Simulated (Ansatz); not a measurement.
TePb$_{2}$S in space group P4/mmm (No. 123; Te on 1c, Pb on 1a, Pb on 1d, S on 1b) at seven volumes, plane-wave PAW PBEsol (Ansatz code), shape and atoms relaxed at each. One row is withheld.

```json
[
 {"V (Å³/atom)": "27.225", "P (GPa)": "?"},
 {"V (Å³/atom)": "28.123", "P (GPa)": "3.53"},
 {"V (Å³/atom)": "29.021", "P (GPa)": "1.63"},
 {"V (Å³/atom)": "29.918", "P (GPa)": "0.00"},
 {"V (Å³/atom)": "30.816", "P (GPa)": "-1.38"},
 {"V (Å³/atom)": "31.713", "P (GPa)": "-2.56"},
 {"V (Å³/atom)": "32.611", "P (GPa)": "-3.57"}
]
```

### Question
Fit the shown pressures and predict the withheld one.

### Answer
P = (3/2)B₀(x^(7/2) − x^(5/2))[1 + (3/4)(B′ − 4)(x − 1)] with x = (V₀/V)^(2/3). Least squares on the six rows gives V₀ = 29.920 Å³/atom, B₀ = 49.9 GPa, B′ = 4.30. At V = 27.225, x = 1.0649 and P = 5.77 GPa. The run itself gave 5.75 GPa.

The first step of the workflow began from a Materials Project structure, measured or hypothetical; the Crystallography Open Database copy checked does not list it. With Te and S taken as one species the cell has the higher symmetry Fm-3m, so it may be an ordered model of a mixed-site phase. Whether it is the stable phase at ambient conditions was not checked. Symmetry was held in the PBEsol relaxation. At this level the phase is dynamically unstable (imaginary phonons). Scalar-relativistic: spin–orbit coupling is off unless named, which matters more the heavier the elements.

Potentials: the later of the program's two PAW sets.
